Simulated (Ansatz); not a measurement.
NaMgI3 built on the cubic perovskite prototype, relaxed with r2SCAN in Ansatz 0.2.0: the symmetry is Pm-3m (No. 221, cubic); a = 5.788 Å in the conventional setting, 38.79 Å³ an atom. Na is surrounded by 12 I at 4.09 Å; Mg is surrounded by 6 I at 2.89 Å; I is surrounded by 2 Mg at 2.89 Å and 4 Na at 4.09 Å. The cell was then strained (x, y and z are the cube axes), with the atoms relaxed again; stress is positive in compression. These are computed values for a spin-unpolarised cell that may be hypothetical; none is a measurement.

- Uniaxial -2.0 % along x, other directions held: r2SCAN's stress changes by +0.80 GPa along the strain and +0.29 GPa across it.
- Isotropic +1.0 % on every length: the pressure changes by -0.59 GPa, and the HSE06 gap (R → Γ) goes from 2.089 to 2.054 eV.
- Epitaxial strain of -0.5 % in the (001) plane: the free normal strain is +0.25 % and the in-plane stress changes by +0.22 GPa.

Q: Estimate C₁₁, C₁₂ and the bulk modulus from the uniaxial step.

A: With compression positive, C₁₁ ≈ −Δσ∥/ε = (-0.80)/(-0.0200) = 40 GPa and C₁₂ ≈ (-0.29)/(-0.0200) = 14 GPa; B = (C₁₁ + 2C₁₂)/3 = 23 GPa. A one-sided step carries third-order terms: it reads high by some per cent.

Q: What bulk modulus does the isotropic step give?

A: Δ ln V = 3 ln(1.0100) = +0.0299, so B ≈ −ΔP/Δ ln V = 20 GPa, against 23 GPa from C₁₁ and C₁₂; one-sided steps of finite size carry third-order terms.

Q: Give the volume deformation potential of that gap and its pressure coefficient.

A: a_V = ΔE_g/Δ ln V = (-0.035)/(+0.0299) = -1.17 eV; dE_g/dP = −a_V/B = +59 meV/GPa, with HSE06's gap and r2SCAN's modulus.

Q: What do the film's normal strain and stress say about the elastic constants?

A: ε⊥/ε∥ = (+0.0025)/(-0.0050) = -0.50, which linear elasticity sets to −2C₁₂/C₁₁ = -0.72 from the uniaxial step. The biaxial modulus is M = −Δσ/ε∥ = 44 GPa (C₁₁ + C₁₂ − 2C₁₂²/C₁₁ = 44 GPa).

Q: How much elastic energy does the film store, with 38.79 Å³ an atom?

A: u = M ε∥² = −Δσ ε∥ = -0.22 × (-0.0050) = 0.0011 GPa, and 1 GPa Å³ is 6.2415 meV: 0.27 meV an atom. The total energies of the two runs differ by 0.26 meV an atom.

No spin-orbit coupling is included; it can move band edges with weight on the heavy atoms by tenths of an eV.

The meshes of the hybrids are coarse, so their gaps aren't converged to the digits shown.
